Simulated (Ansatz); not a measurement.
BC₅:
```
CELL_PARAMETERS angstrom
      2.54530     0.00000     0.00000
     -1.27265     2.20430     0.00000
      0.00000     0.00000     6.37074
ATOMIC_POSITIONS crystal
  B  0.00000 0.00000 0.00379
  C  0.33333 0.66667 0.11098
  C  0.33333 0.66667 0.34596
  C  0.66667 0.33333 0.42880
  C  0.66667 0.33333 0.67185
  C  0.00000 0.00000 0.75091
```

Relaxed with r²SCAN.

Map the valence electron density (e/Å³), cut off at 1 on the plane through (0.000, 0.000, 0.004) spanned by u = [0, 0, 1] and v = [1, -1, 0] in lattice vectors, from plane-wave PAW r²SCAN (Ansatz code).

x is the fraction of u, y of v (the angle between them is 90°; rows are the nearest grid lines); atoms in the plane: B at (0.00, 0.00), C at (0.11, 0.33), C at (0.34, 0.33), C at (0.42, 0.67), C at (0.67, 0.67), C at (0.75, 0.00).
```
|246532000000000000025999999999952|
|457632100000000000025999999999854|
|567532100011111100125999999987655|
|555432100123443222246999998644445|
|334321000135787654469999985322223|
|122211001248999998899999963110111|
|111100001269999999999999962100001|
|000000001269999999999999962100000|
|001000001269999999999999962100000|
|111110001369999999999999952100001|
|233332112479999987679999742100012|
|357765434699999853335676421000123|
|599999878999999531112333210000135|
|799999999999999420000111100000147|
|899999999999999410000000000000148|
|899999999999999410000000000000148|
|899999999999998410000011000000248|
|899999999999997310001122211111248|
|799997544578874210012345543222357|
|899974322234432100013589987544468|
|788753100011211000024899999987667|
|467642100000000000025999999999854|
|246532000000000000025999999999952|
```
Scale: ten equal steps from 0.082 (start of '0') to 1.00 (end of '9'), in the order '0123456789'; x runs from 0.000 to 1.00, y from 0.000 (bottom) to 1.00 (top).

The density is the valence pseudo-density with augmentation charge, so density and ELF within about 1 Å of a nucleus are not all-electron values.

Space group P3m1. The start of the workflow was typed in or built on a structure type; the Crystallography Open Database copy checked does not list it. Whether it is the stable phase at ambient conditions was not checked. The r²SCAN relaxation kept the symmetry of its start; whether a distortion lowers the energy is not shown. Its formation energy is positive at this level, so the cell may be metastable or incomplete.

Potentials: the earlier of the program's two PAW sets.
